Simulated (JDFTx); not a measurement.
Ag(111) slab cut from bulk Ag (space group Fm-3m, indices of the conventional cell, lattice of the Materials Project entry mp-124, not re-optimised): 3 atoms in 3 planes, a 1x1 cell of 7.29 Å² (|a| = 2.902, |b| = 2.902 Å), 4.8 Å between the outermost planes, cell height 20.7 Å, 8×8×1 k mesh, Fermi smearing 0.01 Ha, no spin polarisation.

All numbers are PBE, GBRV ultrasoft potentials, plane waves to 20/100 Ha results from a modified build of JDFTx, not measurements. Liquid on both sides: linear PCM (GLSSA13), water, 0.5 M KF; nuclei fixed, outer atoms relaxed in vacuum. The electron chemical potential μ is absolute (zero in the bulk liquid) and is turned into a potential by U = −μ/e − 4.44 V vs SHE, a convention. Both faces are the same ideal termination; reconstructions, overlayers and chemisorbed solvent are outside this model. Convergence in thickness and k mesh wasn't tested for this slab.

```
U (V vs SHE)  μ (eV)  excess electrons per cell  σ (μC/cm², per face)              run
------------  ------  -------------------------  --------------------  ---------------
-1.00          -3.44                        ___                   ___  fixed potential
-0.80          -3.64                      0.085                  -9.4  fixed potential
-0.25          -4.19                        ___                   ___  fixed potential
-0.12          -4.32                      0.000                   0.0          neutral
0.13           -4.57                     -0.036                   4.0     fixed charge
0.20           -4.64                     -0.047                   5.1  fixed potential
0.60           -5.04                     -0.111                  12.2  fixed potential
```

Problem. Fill in the missing entries, row by row.

Solution. 
- -1.00, excess electrons per cell: 0.108
- -1.00, σ (μC/cm², per face): -11.9
- -0.25, excess electrons per cell: 0.017
- -0.25, σ (μC/cm², per face): -1.8
